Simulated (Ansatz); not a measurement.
## Ag3Hg4Sb: reading a single point

```
Hg Sb Ag
1.0
     0.00000    5.80770    0.00000
     5.80770    0.00000    0.00000
     2.90385    2.90385   -5.79752
Hg Sb Ag
4 1 3
Direct
  0.61685 0.61685 0.25784
  0.38315 0.87469 0.74216
  0.12531 0.12531 0.25784
  0.87469 0.38315 0.74216
  0.00000 0.00000 0.00000
  0.25000 0.75000 0.50000
  0.75000 0.25000 0.50000
  0.50000 0.50000 0.00000
```

Level: r2SCAN, no spin polarisation; 500 eV; 5×5×5 Γ-centred mesh; fermi-dirac occupations (width 0.0144 eV); Ansatz 0.2.0, fixed geometry.

Is the cell too large or too small?

The pressure is 20.9 GPa (compression positive), so with the atoms held at these fractions the cell would first expand.

How is the charge shared?

Bader charges in e: Ag +0.03, Hg -0.11, Sb +0.35. In the mean Sb gives up most and Hg takes most.

Metal or insulator?

It is a metal, with about 2.3 states/eV a cell as the mean within 0.25 eV of the Fermi level.

Where is the largest force?

The largest is on Hg4 (and as large on other atoms): 0.21 eV/Å, components (0.13, -0.13, -0.10). It makes 106° with the line to a nearest neighbour, Ag6 at 2.49 Å.

Origin: a known structure type with other elements, at an estimated volume, so it need not be a known compound. Caveats: atoms or cell far from equilibrium.
